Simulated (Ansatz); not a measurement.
All numbers below come from DFT PBE, scalar-relativistic, plane waves, PAW (Ansatz 0.2.0). All cells share a 420 eV cutoff and Γ-centred k meshes spaced at most about 0.3 Å⁻¹ (about 0.25 or finer for metals, 2π included). No spin polarisation in the final relaxations.

Temperature and zero-point effects are left out.

Two forms of ZrGe4Mo were relaxed alike.

A.

```
CELL_PARAMETERS angstrom
0.00000 3.77773 3.77773
3.77773 0.00000 3.77773
3.77773 3.77773 0.00000
ATOMIC_POSITIONS crystal
Zr 0.00000 0.00000 0.00000
Ge 0.37540 0.87380 0.37540
Ge 0.37540 0.37540 0.87380
Ge 0.87380 0.37540 0.37540
Ge 0.37540 0.37540 0.37540
Mo 0.75000 0.75000 0.75000
```

B.

```
CELL_PARAMETERS angstrom
3.09766 0.00000 0.00000
-1.54883 2.68265 0.00000
0.00000 0.00000 12.98736
ATOMIC_POSITIONS crystal
Zr 0.66667 0.33333 0.50000
Ge 0.33333 0.66667 0.67714
Ge 0.00000 0.00000 0.84958
Ge 0.00000 0.00000 0.15042
Ge 0.33333 0.66667 0.32286
Mo 0.66667 0.33333 0.00000
```

**Question.** Which form is favoured at zero pressure, and by what margin per atom?

**Answer.** B is lower, by 0.39 eV/atom. A has space group F-43m (No. 216), 18.0 Å³/atom and no gap on its mesh; B has space group P-6m2 (No. 187), 18.0 Å³/atom and no gap. Counting Ge atoms around Mo and Zr (those within 1.25 times the shortest such distance or 1.15 times the sum of covalent radii, 1.27 where that leaves under three), A has Zr 12, Mo 12 and B has Zr 6, Mo 6. Both come from invented guesses. A third cell relaxed alike, in P-3m1, lies 12 meV/atom below the lower of the two.

Cells relaxed within their symmetry can be saddle points.
